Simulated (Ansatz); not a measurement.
# MgBP2, a known structure type with other elements, at an estimated volume

```
P B Mg
1.0
     0.00000    5.43757    0.00000
     5.43757    0.00000    0.00000
     2.71878    2.71878   -4.79198
P B Mg
4 2 2
Direct
  0.66790 0.12500 0.25000
  0.87500 0.91790 0.75000
  0.08210 0.62500 0.25000
  0.37500 0.33210 0.75000
  0.00000 0.00000 0.00000
  0.75000 0.25000 0.50000
  0.25000 0.75000 0.50000
  0.50000 0.50000 0.00000
```

Level: PBE, no spin polarisation; 420 eV; 7×7×7 Γ-centred mesh; fermi-dirac occupations (width 0.0407 eV); Ansatz 0.2.0, fixed geometry.

(1) What happens at the Fermi level?

(2) Which element gives electrons and which takes them?

(3) Is the cell too large or too small?

(4) Where is the largest force?

Origin: a known structure type with other elements, at an estimated volume, so it need not be a known compound. Caveats: many states at the Fermi level without spin polarisation, so a magnetic state may lie lower; atoms or cell far from equilibrium.

## Answers

(1) It is a metal, with about 5.6 states/eV a cell as the mean within 0.25 eV of the Fermi level, mostly P p (87 %).

(2) Bader charges in e: Mg +1.54, B +0.27, P -0.91. In the mean Mg gives up most and P takes most.

(3) The pressure is -2.4 GPa (compression positive), so with the atoms held at these fractions the cell would first shrink; the forces are large, so a full relaxation may end otherwise. The principal stresses -3.4, -1.8, -1.8 GPa differ, so its shape would change too.

(4) The largest is on P3 (and as large on other atoms): 2.56 eV/Å, components (0.00, -2.56, 0.00). It makes 58° with the line to a nearest neighbour, B5 at 2.13 Å.
